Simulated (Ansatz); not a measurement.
C:
```cif
data_C8
_chemical_formula_sum 'C8'
_space_group_name_H-M_alt 'P 1'
_space_group_IT_number 1
_cell_length_a 4.20269
_cell_length_b 4.20269
_cell_length_c 4.20269
_cell_angle_alpha 109.471
_cell_angle_beta 109.471
_cell_angle_gamma 109.471
loop_
_space_group_symop_operation_xyz
  'x, y, z'
loop_
_atom_site_label
_atom_site_type_symbol
_atom_site_fract_x
_atom_site_fract_y
_atom_site_fract_z
_atom_site_occupancy
C1 C 0.32531 0.32531 0.32531 1
C2 C 0.00000 0.00000 0.67469 1
C3 C 0.00000 0.67469 0.00000 1
C4 C 0.67469 0.00000 0.00000 1
C5 C 0.00000 0.00000 0.32531 1
C6 C 0.67469 0.67469 0.67469 1
C7 C 0.00000 0.32531 0.00000 1
C8 C 0.32531 0.00000 0.00000 1
```

Relaxed with PBEsol. PBEsol (plane waves, PAW; program Ansatz) gives a gap of 2.90 eV.

What gap does HSE06 give on the same cell (Ansatz, PAW)?

4.13 eV, 1.23 eV more. The hybrid was solved on a coarser mesh and at special points; the gap given is the minimum over both.

```
k  v1 PBEsol  c1 PBEsol  v1 HSE06  c1 HSE06
-  ---------  ---------  --------  --------
Γ      -0.31       4.03     -0.40      5.40
H       0.00       3.76         ?         ?
P      -3.29       3.65         ?         ?
N      -2.12       3.90         ?         ?
```

Top valence (v1) and lowest conduction level (c1) in eV from each method's valence maximum (which need not be a listed point): supply the withheld HSE06 values.


- P, v1 HSE06: -3.64
- P, c1 HSE06: 4.92
- N, v1 HSE06: -2.35
- N, c1 HSE06: 5.14
- H, v1 HSE06: 0.00
- H, c1 HSE06: 5.04

Cost on shared cores: the PBEsol run (SCF on a 8×8×8 mesh, then bands and DOS) roughly 40 core-seconds, the HSE06 run (SCF on 5×5×5, then a few points) roughly 3 core-minutes; the tasks are unlike.

Space group Im-3m. The start of the workflow was typed in or built on a structure type; neither database checked (COD, Materials Project) lists it. It is not the phase usual at ambient conditions (space group No. 194, 227). Symmetry was held in the PBEsol relaxation; whether a distortion lowers the energy is not shown.

Potentials: the earlier of the program's two PAW sets. The files were generated under PBE; for other functionals the program regenerates the frozen cores, and for LDA and PBEsol the local potential too.
